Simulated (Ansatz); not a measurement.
K$_{2}$MoCl$_{6}$:
```yaml
crystal:
  lattice:
    - [0.00000, 4.89289, 4.89289]
    - [4.89289, 0.00000, 4.89289]
    - [4.89289, 4.89289, 0.00000]
  atoms:
    - { symbol: Mo, position: [0.00000, 0.00000, 0.00000] }
    - { symbol: Cl, position: [0.75765, 0.24235, 0.24235] }
    - { symbol: Cl, position: [0.24235, 0.75765, 0.24235] }
    - { symbol: Cl, position: [0.24235, 0.75765, 0.75765] }
    - { symbol: Cl, position: [0.75765, 0.24235, 0.75765] }
    - { symbol: Cl, position: [0.24235, 0.24235, 0.75765] }
    - { symbol: Cl, position: [0.75765, 0.75765, 0.24235] }
    - { symbol: K, position: [0.25000, 0.25000, 0.25000] }
    - { symbol: K, position: [0.75000, 0.75000, 0.75000] }
```

Relaxed with r²SCAN. Special points in fractions of this cell's reciprocal vectors: Γ (0.000, 0.000, 0.000); X (0.500, 0.000, 0.500); U (0.625, 0.250, 0.625); K (0.375, 0.375, 0.750); L (0.500, 0.500, 0.500); W (0.500, 0.250, 0.750).

### Question
List the band energies nearest the Fermi level at these points for DFT-r²SCAN in the program Ansatz with PAW potentials.

### Answer
In eV from the Fermi level; about four levels below and three above (degenerate sets whole), none deeper than 8.9 eV; points with the same levels are listed once.

```csv
k,below,above
Γ,-2.33 -2.33 -2.33 -0.18 -0.18 -0.18,3.29 3.29 4.01
X,-2.87 -2.87 -2.36 -0.21,0.33 0.33 2.29
U,-2.97 -2.83 -2.51 -0.08,0.24 0.27 2.51
L,-2.72 -2.72 -2.66 -0.03,0.08 0.08 2.98 2.98
W,-3.24 -3.07 -2.69 -2.69,0.07 0.07 0.33
```

Space group Fm-3m. The workflow started from an entry of the Crystallography Open Database (COD). Whether it is the stable phase at ambient conditions was not checked. Symmetry was held in the r²SCAN relaxation; whether a distortion lowers the energy is not shown. The run is not spin-polarised. Spin–orbit coupling is left out wherever it is not named.

Potentials: the later of the program's two PAW sets.
